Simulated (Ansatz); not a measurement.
Run on I (diamond type): DFT, LDA, all-electron LAPW, scalar-relativistic (Ansatz 0.2.0).

The cell is a prototype at a set volume, not relaxed; it needn't be the stable phase.

Command: `ansatz run input.yaml --threads 1 --pin off --max-ram 2048MiB --backend cpu --events-out ev --progress --plain --runs-dir out` It took 8.8 s on 1 thread of Arm Neoverse V1 (shared host), peak memory 0.29 GiB.

```yaml
crystal:
  lattice:
    - [0.0, 3.4897660234, 3.4897660234]
    - [3.4897660234, 0.0, 3.4897660234]
    - [3.4897660234, 3.4897660234, 0.0]
  atoms:
    - { symbol: I, position: [-0.125, -0.125, -0.125] }
    - { symbol: I, position: [0.125, 0.125, 0.125] }
kpoints:
  mp_grid: { grid: [8, 8, 8] }
scf:
  occupations: { method: fermi_dirac, width: 0.05 }
hamiltonian:
  xc: lda
  pseudopotentials: { kind: all_electron, lapw: { basis_error: 0.001 } }
output:
  forces: true
  stress: true
  eigenvalues: true
  populations: true
```

Output:

```
I: projections on atomic orbitals take those of the free atom 1s2 2s2 2p6 3s2 3p6 3d10 4s2 4p6 4d10 5s2 5p5, of charge +0.00 (hamiltonian.pseudopotentials.projection_atoms)
LAPW: plane waves up to 7.167 Å⁻¹, error target 1.0e-3 eV per atom; small_component_spin mean_spin; I in spheres of 1.511 Å, 25 of its electrons in bands, Dirac shells [] (how accurate: hamiltonian.pseudopotentials.lapw.basis_error, Limitations)
Engine: ansatz 0.2.0
Pseudopotentials: kind: all_electron
Pseudopotential: I, LAPW, valence charge 25, lapw/all_electron/scalar/gaussian/I, Koelling and Harmon's equation, gaussian nucleus
Functional definition: SPW92
  exchange = slater_x
  correlation = pw_c
Crystal: 2 atoms, lattice volume = 85.000 Å³
Basis set: ecut = 195.69490967059846 eV, 531 PW (Γ), exchange–correlation at level 2
Bands: 30, of which v1, the nominal top of the filled ones, is band 25 counted from 1 (24 counted from 0)
Symmetry: 48 space group operations
Space group: Fd-3m (ITA 227), of the structure as read, at distance tolerance 4.4e-5 Å
k-points: 29 of 512
Non-local potential: I, projectors of the file, none
Initial density: superposition of atomic densities (chi_scale 0.1, normalization cell)
Initial wavefunctions: plane waves of lowest kinetic energy (no species holds an atomic orbital)
Functional: x = slater, c = lda
iter 1 solved again at ethr=1.98e-6 eV; its pass at ethr=1.00e-1 eV (dr2=9.89e-4 eV) is discarded
SCF iter   1: F=—  HF=-386968.380164 eV  |F-HF|=—  |Δ(HF+E_count)|=         —  Δρ=1.50e-3  dr2=1.14e-3  ethr=1.98e-6  ⟨swp⟩=4.5  Hψ=6757  notcnv=0
preconditioner: auto → LDOS  [metal: Δε(μ)=0.062 eV  Ē_g=10.848 eV  σ=0.050 eV  W_gap=0.28  n_scr=14 (ndim 8)  ℏωp=15.1 eV  f_vac=0.296  D(μ)=2.82/eV (n_scr^D=14)  β→1.0]
iter 2 solved again at ethr=5.62e-8 eV; its pass at ethr=1.98e-6 eV (dr2=2.81e-5 eV) is discarded
SCF iter   2: F=—  HF=-386968.380154 eV  |F-HF|=—  |Δ(HF+E_count)|=   9.90e-6  Δρ=2.02e-4  dr2=2.81e-5  ethr=5.62e-8  ⟨swp⟩=2.0  Hψ=4338  notcnv=0
SCF iter   3: F=—  HF=-386968.380169 eV  |F-HF|=—  |Δ(HF+E_count)|=   1.54e-5  Δρ=3.66e-5  dr2=1.44e-6  ethr=5.62e-8  ⟨swp⟩=2.0  Hψ=2546  notcnv=0
SCF iter   4: F=—  HF=-386968.380169 eV  |F-HF|=—  |Δ(HF+E_count)|=   8.17e-7  Δρ=5.79e-6  dr2=3.65e-8  ethr=2.89e-9  ⟨swp⟩=2.6  Hψ=2570  notcnv=0
SCF iter   5: F=-386968.380168 eV  HF=-386968.380168 eV  |F-HF|=3.81e-8  |Δ(HF+E_count)|=   2.14e-7  Δρ=2.74e-6  dr2=7.15e-9  ethr=7.30e-11  ⟨swp⟩=2.8  Hψ=2583  notcnv=0
SCF 1 converged in 5 iterations: F = -386968.380168 eV  dr2 = 7.15e-9
SCF converged after 5 iterations
Free energy (F): -386968.380168 eV
Harris-Foulkes:  -386968.380168 eV  (|F-HF|=3.81e-8)
Internal energy: -386968.357238 eV  (E = F + TS)
E sigma→0 (E₀):  -386968.368703 eV
Entropy (-TS):   -0.022930 eV (-11.465 meV/atom)
Fermi energy:    7.326988 eV
--- Per-component energies (eV) ---
  E_band       = -2799.670268
  E_kinetic    = 409458.493772
  E_xc         = -9563.619531
  E_electrostatic = -786863.231479  (all electrons and nuclei)
  E_smearing   = -0.022930  (= −TS)
  E_closure    = 0.000000  (closes the sum)
  E_atoms      = -386965.977601  (free atoms, spherical and without spin; not in F)
  Σ components = -386968.380168   (vs F -386968.380168, Δ=0.00e0)
  Basis errors (estimates in eV, not in F): energy 3.9e-4 per atom: plane waves 3.8e-4 (2.2e-4 summed), levels above the bands 6.1e-68, relativity 3.2e-9, radial functions 5.9e-6, core shells 1.0e-10; eigenvalues (radial functions only) 3.6e-7; not estimated: angular momenta, meshes, grids; target (lapw.basis_error) 1.0e-3; muffin-tin radii I 1.511 Å
--- Forces (eV/Å), atoms counted from 1 ---
  atom   1  I      0.00000000     0.00000000     0.00000000
  atom   2  I      0.00000000    -0.00000000     0.00000000
  max |Σ_I F_I| component: 4.63e-18 eV/Å
--- Stress (GPa, compression-positive) ---
        6.469369      -0.000000       0.000000
       -0.000000       6.469369       0.000000
        0.000000       0.000000       6.469369
  P = ⅓ Tr σ = 6.4694 GPa (64.694 kbar)
--- Band table (eV; the first three rows and the last of 29) ---
  k-point 0: bands = ["-167.9493", "-167.9492", "-115.1448", "-115.1448", "-115.1448", "-115.1441", "-115.1441", "-115.1441", "-38.2484", "-38.2484", "-38.2484", "-38.2371", "-38.2371", "-38.2179", "-38.2179", "-38.2145", "-38.2145", "-38.2145", "-7.6928", "-3.7733", "3.2583", "3.2583", "3.2583", "5.7074", "5.7074", "5.7074", "10.7436", "13.3745", "13.3745", "14.9386"]
  k-point 1: bands = ["-167.9492", "-167.9492", "-115.1448", "-115.1448", "-115.1448", "-115.1441", "-115.1441", "-115.1441", "-38.2488", "-38.2488", "-38.2478", "-38.2364", "-38.2364", "-38.2189", "-38.2189", "-38.2151", "-38.2138", "-38.2138", "-7.6124", "-3.9513", "3.1532", "3.1532", "3.2152", "5.8699", "5.8699", "5.8702", "11.1258", "13.0767", "13.0767", "14.6453"]
  k-point 2: bands = ["-167.9492", "-167.9492", "-115.1448", "-115.1448", "-115.1447", "-115.1442", "-115.1441", "-115.1441", "-38.2498", "-38.2498", "-38.2464", "-38.2349", "-38.2349", "-38.2205", "-38.2205", "-38.2165", "-38.2127", "-38.2127", "-7.3886", "-4.3955", "2.9408", "2.9408", "3.0639", "6.2135", "6.2135", "6.4144", "11.8995", "12.8823", "12.8823", "14.3578"]
  k-point 28: bands = ["-167.9492", "-167.9492", "-115.1448", "-115.1448", "-115.1444", "-115.1444", "-115.1441", "-115.1441", "-38.2530", "-38.2530", "-38.2332", "-38.2332", "-38.2277", "-38.2277", "-38.2258", "-38.2258", "-38.2095", "-38.2095", "-6.1017", "-6.1017", "1.9654", "1.9654", "5.1793", "5.1793", "7.6153", "7.6153", "11.9623", "11.9623", "14.7516", "14.7516"]
--- Löwdin populations: 2 sites ---
  site symbol       q [e]
     0      I     52.9400
     1      I     52.9400
  spilling = 0.001133 (of n_electrons = 106.000000)
```

populations.tsv:

```
# site	symbol	l	j	q
# orbitals = lowdin
# n_electrons = 106.000000
# spilling = 0.001133
# projection_atom_I: 1s2 2s2 2p6 3s2 3p6 3d10 4s2 4p6 4d10 5s2 5p5
0	I	0_1S	-	1.999999
0	I	0_2S	-	1.999998
0	I	0_3S	-	1.999985
0	I	0_4S	-	1.999893
0	I	0_5S	-	1.990636
0	I	1_2P	-	5.999999
0	I	1_3P	-	5.999984
0	I	1_4P	-	5.999764
0	I	1_5P	-	4.949948
0	I	2_3D	-	9.999989
0	I	2_4D	-	9.999756
1	I	0_1S	-	1.999999
1	I	0_2S	-	1.999998
1	I	0_3S	-	1.999985
1	I	0_4S	-	1.999893
1	I	0_5S	-	1.990636
1	I	1_2P	-	5.999999
1	I	1_3P	-	5.999984
1	I	1_4P	-	5.999764
1	I	1_5P	-	4.949948
1	I	2_3D	-	9.999989
1	I	2_4D	-	9.999756
```

Next run (one bond, the shortest of the undistorted cell, set to 3.324 Å), as changes to the input before:

```diff
   atoms:
-    - { symbol: I, position: [-0.125, -0.125, -0.125] }
-    - { symbol: I, position: [0.125, 0.125, 0.125] }
+    - { symbol: I, position: [-0.0875, -0.1375, -0.1375] }
+    - { symbol: I, position: [0.0875, 0.1375, 0.1375] }
 kpoints:
```

Results part of the output:

```
SCF 1 converged in 6 iterations: F = -386968.475056 eV  dr2 = 7.14e-8
SCF converged after 6 iterations
Free energy (F): -386968.475056 eV
Harris-Foulkes:  -386968.475056 eV  (|F-HF|=2.34e-8)
Internal energy: -386968.452256 eV  (E = F + TS)
E sigma→0 (E₀):  -386968.463656 eV
Entropy (-TS):   -0.022799 eV (-11.400 meV/atom)
Fermi energy:    7.236208 eV
--- Per-component energies (eV) ---
  E_band       = -2800.952584
  E_kinetic    = 409459.198384
  E_xc         = -9563.790996
  E_electrostatic = -786863.859644  (all electrons and nuclei)
  E_smearing   = -0.022799  (= −TS)
  E_closure    = 0.000000  (closes the sum)
  E_atoms      = -386965.977601  (free atoms, spherical and without spin; not in F)
  Σ components = -386968.475056   (vs F -386968.475056, Δ=0.00e0)
  Basis errors (estimates in eV, not in F): energy 4.2e-4 per atom: plane waves 4.0e-4 (2.3e-4 summed), levels above the bands 2.1e-67, relativity 2.9e-9, radial functions 1.8e-5, core shells 7.0e-10; eigenvalues (radial functions only) 3.5e-7; not estimated: angular momenta, meshes, grids; target (lapw.basis_error) 1.0e-3; muffin-tin radii I 1.468 Å
--- Forces (eV/Å), atoms counted from 1 ---
  atom   1  I     -0.37591926     0.37591926     0.37591926
  atom   2  I      0.37591926    -0.37591926    -0.37591926
  max |Σ_I F_I| component: 5.55e-17 eV/Å
--- Stress (GPa, compression-positive) ---
        6.799938       1.198585       1.198585
        1.198585       6.799938      -1.198585
        1.198585      -1.198585       6.799938
  P = ⅓ Tr σ = 6.7999 GPa (67.999 kbar)
--- Band table (eV; the first three rows and the last of 65) ---
  k-point 0: bands = ["-167.9676", "-167.9674", "-115.2078", "-115.2078", "-115.2065", "-115.2065", "-115.0750", "-115.0749", "-38.3391", "-38.3391", "-38.3125", "-38.3125", "-38.2130", "-38.2130", "-38.2082", "-38.2082", "-38.1905", "-38.1632", "-7.7806", "-3.7453", "2.6967", "2.6967", "4.4286", "4.9555", "6.0457", "6.0457", "10.6705", "13.4209", "13.4209", "14.2636"]
  k-point 1: bands = ["-167.9676", "-167.9675", "-115.2078", "-115.2077", "-115.2066", "-115.2065", "-115.0750", "-115.0749", "-38.3409", "-38.3392", "-38.3123", "-38.3106", "-38.2140", "-38.2131", "-38.2089", "-38.2083", "-38.1887", "-38.1634", "-7.6927", "-3.9589", "2.5931", "2.7690", "4.2084", "5.1492", "6.1739", "6.2596", "11.0239", "13.0644", "13.1179", "14.6233"]
  k-point 2: bands = ["-167.9676", "-167.9675", "-115.2078", "-115.2076", "-115.2067", "-115.2065", "-115.0750", "-115.0749", "-38.3444", "-38.3394", "-38.3118", "-38.3066", "-38.2157", "-38.2134", "-38.2108", "-38.2085", "-38.1847", "-38.1642", "-7.4436", "-4.4841", "2.3781", "2.8587", "3.8607", "5.4994", "6.5893", "6.7527", "11.7285", "12.6881", "13.0711", "14.3732"]
  k-point 64: bands = ["-167.9676", "-167.9675", "-115.2078", "-115.2078", "-115.2065", "-115.2065", "-115.0750", "-115.0749", "-38.3390", "-38.3390", "-38.3127", "-38.3127", "-38.2109", "-38.2109", "-38.2103", "-38.2103", "-38.1814", "-38.1722", "-7.3540", "-4.4697", "2.3768", "2.3768", "2.6418", "6.4967", "6.4967", "7.3423", "12.6244", "13.7669", "13.9696", "13.9696"]
--- Löwdin populations: 2 sites ---
  site symbol       q [e]
     0      I     52.9350
     1      I     52.9350
  spilling = 0.001226 (of n_electrons = 106.000000)
```

Next run (one bond, the shortest of the undistorted cell, set to 2.478 Å), as changes to the input before:

```diff
   atoms:
-    - { symbol: I, position: [-0.0875, -0.1375, -0.1375] }
-    - { symbol: I, position: [0.0875, 0.1375, 0.1375] }
+    - { symbol: I, position: [-0.1925, -0.1025, -0.1025] }
+    - { symbol: I, position: [0.1925, 0.1025, 0.1025] }
 kpoints:
```

Results part of the output:

```
SCF 1 converged in 8 iterations: F = -386968.344880 eV  dr2 = 1.06e-9
SCF converged after 8 iterations
Free energy (F): -386968.344880 eV
Harris-Foulkes:  -386968.344880 eV  (|F-HF|=1.22e-9)
Internal energy: -386968.339484 eV  (E = F + TS)
E sigma→0 (E₀):  -386968.342182 eV
Entropy (-TS):   -0.005395 eV (-2.698 meV/atom)
Fermi energy:    7.767185 eV
--- Per-component energies (eV) ---
  E_band       = -2798.397289
  E_kinetic    = 409467.088853
  E_xc         = -9565.470264
  E_electrostatic = -786869.958074  (all electrons and nuclei)
  E_smearing   = -0.005395  (= −TS)
  E_closure    = 0.000000  (closes the sum)
  E_atoms      = -386965.977601  (free atoms, spherical and without spin; not in F)
  Σ components = -386968.344880   (vs F -386968.344880, Δ=0.00e0)
  Basis errors (estimates in eV, not in F): energy 5.0e-4 per atom: plane waves 4.8e-4 (2.8e-4 summed), levels above the bands 1.1e-57, relativity 1.3e-8, radial functions 2.2e-5, core shells 8.1e-8; eigenvalues (radial functions only) 4.1e-7; not estimated: angular momenta, meshes, grids; target (lapw.basis_error) 1.0e-3; muffin-tin radii I 1.239 Å
--- Forces (eV/Å), atoms counted from 1 ---
  atom   1  I     -1.17174853     1.17174853     1.17174853
  atom   2  I      1.17174853    -1.17174853    -1.17174853
  max |Σ_I F_I| component: 0.00e0 eV/Å
--- Stress (GPa, compression-positive) ---
       11.905281      -6.613187      -6.613187
       -6.613187      11.905281       6.613187
       -6.613187       6.613187      11.905281
  P = ⅓ Tr σ = 11.9053 GPa (119.053 kbar)
--- Band table (eV; the first three rows and the last of 65) ---
  k-point 0: bands = ["-167.8543", "-167.8532", "-115.2752", "-115.2606", "-114.9464", "-114.9464", "-114.9455", "-114.9455", "-38.4886", "-38.2771", "-38.2771", "-38.2337", "-38.2082", "-38.2082", "-37.9745", "-37.9745", "-37.9630", "-37.9630", "-8.2807", "-3.4432", "1.2275", "4.5896", "4.5896", "4.6226", "4.6226", "7.7373", "10.5825", "13.6464", "13.6464", "14.2587"]
  k-point 1: bands = ["-167.8543", "-167.8532", "-115.2752", "-115.2606", "-114.9464", "-114.9464", "-114.9455", "-114.9455", "-38.4888", "-38.2779", "-38.2770", "-38.2335", "-38.2082", "-38.2072", "-37.9749", "-37.9741", "-37.9634", "-37.9626", "-8.2298", "-3.5804", "1.2511", "3.9082", "4.3925", "4.7909", "5.3434", "7.8687", "10.9335", "13.3519", "13.4095", "14.0818"]
  k-point 2: bands = ["-167.8543", "-167.8532", "-115.2752", "-115.2606", "-114.9464", "-114.9463", "-114.9455", "-114.9455", "-38.4892", "-38.2800", "-38.2768", "-38.2331", "-38.2084", "-38.2050", "-37.9757", "-37.9729", "-37.9647", "-37.9617", "-8.0977", "-3.9074", "1.3042", "3.2760", "4.2120", "4.8938", "6.1734", "8.1741", "11.6437", "13.0565", "13.4134", "14.0700"]
  k-point 64: bands = ["-167.8543", "-167.8532", "-115.2751", "-115.2607", "-114.9465", "-114.9465", "-114.9454", "-114.9454", "-38.4921", "-38.2848", "-38.2848", "-38.2301", "-38.2002", "-38.2002", "-37.9702", "-37.9702", "-37.9673", "-37.9673", "-7.2087", "-5.8021", "2.9251", "2.9647", "2.9647", "7.0606", "7.0606", "9.0226", "10.7651", "13.1235", "13.1235", "13.1963"]
--- Löwdin populations: 2 sites ---
  site symbol       q [e]
     0      I     52.9282
     1      I     52.9282
  spilling = 0.001354 (of n_electrons = 106.000000)
```

Next run (one bond, the shortest of the undistorted cell, set to 2.297 Å), as changes to the input before:

```diff
   atoms:
-    - { symbol: I, position: [-0.1925, -0.1025, -0.1025] }
-    - { symbol: I, position: [0.1925, 0.1025, 0.1025] }
+    - { symbol: I, position: [-0.215, -0.095, -0.095] }
+    - { symbol: I, position: [0.215, 0.095, 0.095] }
 kpoints:
```

Results part of the output:

```
SCF 1 converged in 7 iterations: F = -386967.520030 eV  dr2 = 4.97e-9
SCF converged after 7 iterations
Free energy (F): -386967.520030 eV
Harris-Foulkes:  -386967.520030 eV  (|F-HF|=1.57e-9)
Internal energy: -386967.519801 eV  (E = F + TS)
E sigma→0 (E₀):  -386967.519915 eV
Entropy (-TS):   -0.000229 eV (-0.115 meV/atom)
Fermi energy:    8.191416 eV
--- Per-component energies (eV) ---
  E_band       = -2800.754375
  E_kinetic    = 409476.574673
  E_xc         = -9567.055135
  E_electrostatic = -786877.039338  (all electrons and nuclei)
  E_smearing   = -0.000229  (= −TS)
  E_closure    = 0.000000  (closes the sum)
  E_atoms      = -386965.977601  (free atoms, spherical and without spin; not in F)
  Σ components = -386967.520030   (vs F -386967.520030, Δ=0.00e0)
  Basis errors (estimates in eV, not in F): energy 5.1e-4 per atom: plane waves 4.9e-4 (2.9e-4 summed), levels above the bands 1.3e-52, relativity 2.4e-8, radial functions 2.5e-5, core shells 7.9e-7; eigenvalues (radial functions only) 5.9e-7; not estimated: angular momenta, meshes, grids; target (lapw.basis_error) 1.0e-3; muffin-tin radii I 1.148 Å
--- Forces (eV/Å), atoms counted from 1 ---
  atom   1  I     -4.49048737     4.49048737     4.49048737
  atom   2  I      4.49048737    -4.49048737    -4.49048737
  max |Σ_I F_I| component: 1.78e-15 eV/Å
--- Stress (GPa, compression-positive) ---
       18.434199     -14.309781     -14.309781
      -14.309781      18.434199      14.309781
      -14.309781      14.309781      18.434199
  P = ⅓ Tr σ = 18.4342 GPa (184.342 kbar)
--- Band table (eV; the first three rows and the last of 65) ---
  k-point 0: bands = ["-167.8544", "-167.8504", "-115.3163", "-115.2734", "-114.9402", "-114.9402", "-114.9372", "-114.9372", "-38.7017", "-38.3566", "-38.3566", "-38.1939", "-38.1939", "-38.1739", "-37.9725", "-37.9725", "-37.9528", "-37.9528", "-8.9595", "-3.1853", "0.8601", "4.0157", "4.0157", "5.0801", "5.0801", "8.7140", "10.4770", "13.8433", "13.8433", "13.9791"]
  k-point 1: bands = ["-167.8544", "-167.8504", "-115.3163", "-115.2734", "-114.9402", "-114.9402", "-114.9372", "-114.9371", "-38.7019", "-38.3573", "-38.3565", "-38.1939", "-38.1931", "-38.1737", "-37.9727", "-37.9721", "-37.9532", "-37.9526", "-8.9228", "-3.3115", "0.9087", "3.6452", "4.0216", "5.0259", "5.4919", "8.8198", "10.8173", "13.4432", "13.5768", "13.8586"]
  k-point 2: bands = ["-167.8544", "-167.8504", "-115.3163", "-115.2734", "-114.9403", "-114.9402", "-114.9372", "-114.9371", "-38.7022", "-38.3589", "-38.3564", "-38.1941", "-38.1914", "-38.1733", "-37.9732", "-37.9711", "-37.9542", "-37.9520", "-8.8298", "-3.6046", "1.0232", "3.0549", "4.0533", "4.8741", "6.2679", "9.0943", "11.4849", "13.0597", "13.5634", "14.0433"]
  k-point 64: bands = ["-167.8544", "-167.8504", "-115.3163", "-115.2735", "-114.9403", "-114.9403", "-114.9371", "-114.9371", "-38.7047", "-38.3628", "-38.3628", "-38.1873", "-38.1873", "-38.1706", "-37.9700", "-37.9700", "-37.9554", "-37.9554", "-8.2797", "-5.3108", "2.7735", "2.7735", "3.0211", "7.2596", "7.2596", "9.9586", "10.2654", "12.9705", "12.9705", "13.2954"]
--- Löwdin populations: 2 sites ---
  site symbol       q [e]
     0      I     52.9131
     1      I     52.9131
  spilling = 0.001639 (of n_electrons = 106.000000)
```

Next run (one bond, the shortest of the undistorted cell, set to 1.753 Å), as changes to the input before:

```diff
   atoms:
-    - { symbol: I, position: [-0.215, -0.095, -0.095] }
-    - { symbol: I, position: [0.215, 0.095, 0.095] }
+    - { symbol: I, position: [-0.2825, -0.0725, -0.0725] }
+    - { symbol: I, position: [0.2825, 0.0725, 0.0725] }
 kpoints:
```

Command: `ansatz run input.yaml --threads 1 --pin off --max-ram 2048MiB --backend cpu --events-out ev --progress --plain --runs-dir out` It took 4.3 min on 1 thread of Arm Neoverse V1, on a shared host, peak memory 1.3 GiB.

Results part of the output:

```
SCF 1 converged in 8 iterations: F = -386949.904564 eV  dr2 = 1.98e-8
SCF converged after 8 iterations
Free energy (F): -386949.904564 eV
Harris-Foulkes:  -386949.904564 eV  (|F-HF|=3.27e-8)
Internal energy: -386949.904559 eV  (E = F + TS)
E sigma→0 (E₀):  -386949.904562 eV
Entropy (-TS):   -0.000004 eV (-0.002 meV/atom)
Fermi energy:    8.929456 eV
--- Per-component energies (eV) ---
  E_band       = -28950.825056
  E_kinetic    = 409570.083466
  E_xc         = -9577.135355
  E_electrostatic = -786942.852671  (all electrons and nuclei)
  E_smearing   = -0.000004  (= −TS)
  E_closure    = 0.000000  (closes the sum)
  E_atoms      = -386965.977601  (free atoms, spherical and without spin; not in F)
  Σ components = -386949.904564   (vs F -386949.904564, Δ=0.00e0)
[... lines left out ...]
  atom   2  I     44.35461912   -44.35461912   -44.35461912
  max |Σ_I F_I| component: 1.42e-14 eV/Å
--- Stress (GPa, compression-positive) ---
       87.484381     -85.987988     -85.987988
      -85.987988      87.484381      85.987988
      -85.987988      85.987988      87.484381
  P = ⅓ Tr σ = 87.4844 GPa (874.844 kbar)
--- Band table (eV; the first three rows and the last of 65) ---
  k-point 0: bands = ["-1014.7311", "-1014.7311", "-846.5616", "-846.5616", "-846.4401", "-846.4401", "-846.4401", "-846.4401", "-594.0923", "-594.0923", "-594.0576", "-594.0576", "-594.0575", "-594.0575", "-593.9845", "-593.9845", "-593.9845", "-593.9845", "-169.0042", "-168.8198", "-117.2426", "-116.1831", "-115.9537", "-115.9537", "-115.8480", "-115.8480", "-42.4469", "-40.5844", "-40.5844", "-39.0286", "-39.0286", "-38.7896", "-38.7896", "-38.7670", "-38.7670", "-38.2067", "-12.4214", "-2.2006", "1.2313", "1.2916", "1.2916", "6.6215", "6.6215", "10.1170", "11.7937", "12.8345", "12.8345", "14.6529", "14.6529", "16.8093", "16.8532", "20.2444"]
  k-point 1: bands = ["-1014.7311", "-1014.7311", "-846.5616", "-846.5616", "-846.4401", "-846.4401", "-846.4401", "-846.4401", "-594.0923", "-594.0923", "-594.0576", "-594.0576", "-594.0575", "-594.0575", "-593.9845", "-593.9845", "-593.9845", "-593.9845", "-169.0042", "-168.8198", "-117.2426", "-116.1831", "-115.9537", "-115.9537", "-115.8480", "-115.8480", "-42.4469", "-40.5846", "-40.5844", "-39.0286", "-39.0285", "-38.7897", "-38.7896", "-38.7670", "-38.7667", "-38.2066", "-12.4110", "-2.2872", "0.9568", "1.2913", "1.5661", "6.5465", "6.7417", "10.2669", "11.8718", "12.8495", "12.9050", "14.4051", "15.1084", "17.0334", "17.6586", "18.8574"]
  k-point 2: bands = ["-1014.7311", "-1014.7311", "-846.5616", "-846.5616", "-846.4401", "-846.4401", "-846.4401", "-846.4401", "-594.0923", "-594.0923", "-594.0576", "-594.0576", "-594.0575", "-594.0575", "-593.9845", "-593.9845", "-593.9845", "-593.9845", "-169.0042", "-168.8198", "-117.2426", "-116.1831", "-115.9537", "-115.9537", "-115.8480", "-115.8480", "-42.4470", "-40.5850", "-40.5843", "-39.0287", "-39.0283", "-38.7899", "-38.7895", "-38.7671", "-38.7661", "-38.2065", "-12.3855", "-2.4864", "0.7274", "1.2912", "1.7669", "6.3702", "7.1174", "10.7196", "11.7775", "12.8145", "13.2622", "14.5807", "16.2320", "16.9846", "17.8125", "18.5755"]
  k-point 64: bands = ["-1014.7311", "-1014.7311", "-846.5616", "-846.5616", "-846.4401", "-846.4401", "-846.4401", "-846.4401", "-594.0923", "-594.0923", "-594.0576", "-594.0576", "-594.0575", "-594.0575", "-593.9845", "-593.9845", "-593.9845", "-593.9845", "-169.0042", "-168.8198", "-117.2426", "-116.1831", "-115.9537", "-115.9537", "-115.8480", "-115.8480", "-42.4474", "-40.5862", "-40.5862", "-39.0282", "-39.0282", "-38.7900", "-38.7900", "-38.7647", "-38.7647", "-38.2055", "-12.2827", "-3.7194", "0.8811", "0.8811", "3.7008", "8.0515", "8.0515", "9.5259", "12.2557", "12.2557", "12.7943", "13.9339", "14.4173", "14.4173", "17.9827", "19.6574"]
--- Löwdin populations: 2 sites ---
  site symbol       q [e]
     0      I     52.8182
     1      I     52.8182
  spilling = 0.003430 (of n_electrons = 106.000000)
```

Spin–orbit coupling is left out, which matters for the heavy atoms.
